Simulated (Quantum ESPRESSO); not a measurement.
# Planted mistakes on one cell of ZnAl3ON3

Calculated results; nothing here was measured. They come from pw.x of Quantum ESPRESSO 7.5, a plane-wave density functional program, with PseudoDojo standard norm-conserving files (v0.5 for PBE, v0.4.1 for LDA and PBEsol). The cells are made up: elements, strain and atom displacements were drawn at random, and nothing was relaxed. There is no spin polarisation, spin-orbit coupling or dispersion term.

The cell has 8 sites of a wurtzite lattice (rectangular cell). Sites 1 to 4 hold Zn Al Al Al; sites 5 to 8 hold O N N N. Cell vectors in Å: (3.136, 0.030, -0.007); (0.052, 5.365, 0.033); (-0.012, 0.031, 5.089). Settings: PBE, cutoff 1143 eV, 6 x 4 x 4 k mesh shifted by half a step, Fermi-Dirac smearing of 0.025 eV.

The intended run has a self-consistency threshold of 1e-07 eV, a smearing term of 0.000 eV, a pressure of 10.66 GPa and 12 iterations. Each further run changes one thing: all lengths scaled by 0.9849; atoms of sites 5 and 6 exchanged; cutoff 584 eV; files of LDA; k mesh 2 x 2 x 2; one electron removed; smearing 0.76 eV; threshold 0.2 eV. A coarse mesh keeps the shift, and a charged cell sits in a uniform background.

| run | change of free energy (eV) | smearing term -TS (eV) | change of P (GPa) | largest change of a force component (eV/Å) | iterations |
| --- | --- | --- | --- | --- | --- |
| A | 0.374 | 0.000 | 10.40 | 0.534 | 12 |
| B | 0.021 | 0.000 | -2.21 | 0.344 | 4 |
| C | -9.216 | -0.008 | -26.07 | 1.731 | 12 |
| D | 0.863 | 0.000 | 0.39 | 2.944 | 13 |
| E | -0.513 | -1.679 | 2.05 | 0.576 | 11 |
| F | -0.310 | 0.000 | -10.18 | 0.325 | 12 |
| G | -0.616 | 0.000 | -0.48 | 0.274 | 12 |
| H | 32.249 | 0.000 | -266.57 | 0.276 | 12 |

A rerun of the intended cell at 1437 eV and k mesh 8 x 6 x 6 moved values by no more than 0.002 eV in the cell's energy, 0.03 GPa in stress and 0.002 eV/Å in force.

Question: which change belongs to which run?

## Worked reading

Run B has the fewest iterations, as a run stopped early does. Run E has the largest smearing term, as wide smearing gives. Run H has a higher energy and the largest fall in pressure, as too small a basis gives. Run A changes the volume by a factor of 0.9554; minus its pressure change over the logarithm of that factor, 228 GPa, is a rough bulk modulus with clamped atoms. Energies from files of another functional, or of a charged cell, have another zero and say nothing on stability; the pressure of a charged cell rests on the program's zero of potential too.

## Key

```
run,change
A,all lengths scaled by 0.9849
B,threshold 0.2 eV
C,one electron removed
D,atoms of sites 5 and 6 exchanged
E,smearing 0.76 eV
F,files of LDA
G,k mesh 2 x 2 x 2
H,cutoff 584 eV
```